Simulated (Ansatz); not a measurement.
An Ansatz (an electronic-structure program) run. Input:

Ansatz 0.2 input:
```yaml
crystal:
  lattice:
    - [-2.3339010164, 2.3339010164, 5.6319094237]
    - [2.3339010164, -2.3339010164, 5.6319094237]
    - [2.3339010164, 2.3339010164, -5.6319094237]
  atoms:
    - { symbol: Hg, position: [0.8854781525, 0.8854781525, 0.0] }
    - { symbol: Hg, position: [0.1145218475, 0.1145218475, 0.0] }
    - { symbol: Br, position: [0.6566836686, 0.6566836686, 0.0] }
    - { symbol: Br, position: [0.3433163314, 0.3433163314, 0.0] }
kpoints:
  mp_grid: { grid: [8, 8, 8] }
hamiltonian:
  xc: r2scan
  dispersion: d4
  pseudopotentials: { kind: paw }
scf:
  occupations: { method: fixed }
checkpoint: { read: static.run }
output: { write_density: true, elf: true, volumetric_format: npy }
```

Output (shortened):

```
Pseudopotentials: kind: paw
Pseudopotential: Hg, paw, valence charge 20
Pseudopotential: Br, paw, valence charge 7
Functional definition: r2SCAN
Crystal: 4 atoms, lattice volume = 122.710 Å³
Basis set: ecut = 500 eV, 3069 PW (Γ), exchange–correlation on 192×192×192 points (64 copies of the dense FFT grid, shifted against one another)
Bands: 33, of which v1, the nominal top of the filled ones, is band 27 counted from 1 (26 counted from 0)
Symmetry: 16 space group operations
Space group: I4/mmm (ITA 139), of the structure as read, at distance tolerance 5.0e-5 Å
k-points: 59 of 512
PAW frozen core: Hg, regenerated for the run's functional
PAW frozen core: Br, regenerated for the run's functional
Initial density: read from a saved state, or passed on in memory by an earlier SCF of this step, an earlier step, the calling program or the single point that …
Stability of the state it starts from, as read at its close in the unpolarized treatment …
Initial wavefunctions: pseudopotential atomic-orbital guess
Eigensolver: davidson
Functional: x = r2scan, c = r2scan; τ floored in thin density (d = 2e-4 eV/Å³)
iter 1 solved again at ethr=4.40e-7 eV; its pass at ethr=3.10e-3 eV (dr2=2.38e-4 eV) is discarded
SCF iter   1: F=—  HF=-33243.846260 eV  |F-HF|=—  |Δ(HF+E_count)|=         —  Δρ=1.69e-6  dr2=2.47e-9  dr2_τ=7.56e-10  ethr=4.40e-7  ⟨swp⟩=4.0  Hψ=12203  notcnv=0  defer=231
all-band conjugate gradients solve this SCF's bands
preconditioner: auto → Resta (q_TF=auto, 2.379 Å⁻¹)
SCF iter   2: F=—  HF=-33243.846344 eV  |F-HF|=—  |Δ(HF+E_count)|=   8.42e-5  Δρ=7.80e-7  dr2=5.47e-10  dr2_τ=9.18e-10  ethr=4.58e-12  ⟨swp⟩=11.9  Hψ=11213  notcnv=0
SCF iter   3: F=-33243.846344 eV  HF=-33243.846344 eV  |F-HF|=8.73e-11  |Δ(HF+E_count)|=  1.31e-10  Δρ=5.14e-7  dr2=2.30e-10  dr2_τ=7.61e-11  ethr=1.01e-12  ⟨swp⟩=1.0  Hψ=5371  notcnv=0
SCF 1 converged in 3 iterations: F = -33243.846344 eV  dr2 = 2.30e-10
SCF converged after 3 iterations
Free energy (F): -33243.846344 eV
Harris-Foulkes:  -33243.846344 eV  (|F-HF|=8.73e-11)
Internal energy: -33243.846344 eV  (E = F + TS)
E sigma→0 (E₀):  -33243.846344 eV
Fermi energy:    5.401345 eV
--- Per-component energies (eV) ---
  E_band       = -1128.466404
  E_kinetic    = 1474.416078
  E_local      = -7644.205450  (includes V_loc(G=0)·N_el)
  E_nonlocal   = 289.684109
  E_hartree    = 3225.153212
  E_xc         = -915.893096
  E_vxc        = -805.797850  (∫ρ·V_xc dr)
  E_paw        = -24484.639129  (= ΣΔE_a)
  E_vpaw       = -944.360059  (= ΣTr[D̂ρ^β])
  E_aug_tail   = 0.000804  (compensation charges beyond the density's cutoff)
  E_vtau       = 51.490220  (kinetic-family band-sum trace: ∫τ·v_τ [+ j·A + Jᵃ·Aᵃ] dr)
  E_ewald      = -5187.325704
  E_disp       = -0.422927  (pairwise vdW)
  E_core_change = -0.614243  (= ΣΔE_core)
  E_smearing   =  0.000000  (= −TS)
  E_closure    = 0.000000  (closes the sum)
  Σ components = -33243.846344   (vs F -33243.846344, Δ=0.00e0)
  [band-id]    e_kinetic+e_local+e_nonlocal+2·e_hartree+e_vxc+e_vpaw+e_augmentation_tail+e_vtau = -1128.465722   (vs E_band -1128.466404, Δ=6.83e-4)
--- Band table (eV; the first three rows and the last of 59) ---
  k-point 0: bands = ["-110.2515", "-110.2433", "-58.2732", "-58.1138", "-58.0546", "-58.0546", "-58.0402", "-58.0402", "-9.1749", "-8.6072", "-1.7725", "-0.6459", "-0.6459", "-0.0620", "-0.0266", "0.1046", "0.2044", "0.2484", "0.2484", "0.5767", "2.4573", "2.6500", "2.6920", "3.7106", "3.7106", "4.2143", "4.2143", "8.8280", "11.7293", "11.7293", "12.8187", "12.9196", "13.9343"]
  k-point 1: bands = ["-110.2515", "-110.2433", "-58.2732", "-58.1138", "-58.0546", "-58.0546", "-58.0402", "-58.0402", "-9.1341", "-8.6238", "-1.7665", "-0.6768", "-0.6497", "-0.0607", "-0.0484", "0.1013", "0.1214", "0.2492", "0.3276", "0.5381", "2.1108", "2.4402", "2.7538", "3.6210", "4.1684", "4.2153", "4.7421", "8.9254", "10.6259", "11.2485", "13.0359", "13.3113", "14.0826"]
  k-point 2: bands = ["-110.2515", "-110.2433", "-58.2732", "-58.1138", "-58.0546", "-58.0546", "-58.0402", "-58.0402", "-9.0381", "-8.6684", "-1.7546", "-0.7459", "-0.6577", "-0.0957", "-0.0114", "0.0779", "0.1015", "0.2470", "0.4051", "0.4819", "1.7564", "2.3524", "3.0153", "3.4051", "4.0330", "4.7946", "4.7990", "9.1306", "10.3640", "10.7257", "12.4974", "12.9537", "13.4191"]
  k-point 58: bands = ["-110.2515", "-110.2433", "-58.2731", "-58.1139", "-58.0546", "-58.0546", "-58.0402", "-58.0402", "-8.9989", "-8.7827", "-1.7500", "-0.7487", "-0.7487", "-0.1075", "0.0158", "0.0735", "0.1512", "0.1603", "0.4792", "0.4792", "1.5050", "3.0677", "3.2551", "3.2551", "4.4604", "4.4604", "4.7963", "8.1927", "11.3698", "12.3535", "13.1151", "13.1151", "14.6493"]
  band table: 33 of 33 bands, residual norms ≤ 1.0e-3 eV
```

Cost: roughly 21 core-seconds on shared cores.

The workflow started from a Materials Project entry (that database holds measured and hypothetical structures alike); the Crystallography Open Database files this formula in space group No. 139, but the cells were not matched. Whether it is the stable phase at ambient conditions was not checked. The cell was relaxed with r²SCAN+D4 under the symmetry of its start; its stability against distortions is not shown here. Scalar-relativistic: spin–orbit coupling is off unless named, which matters more the heavier the elements.

Potentials: the later of the program's two PAW sets.

Ansatz is a plane-wave DFT program.
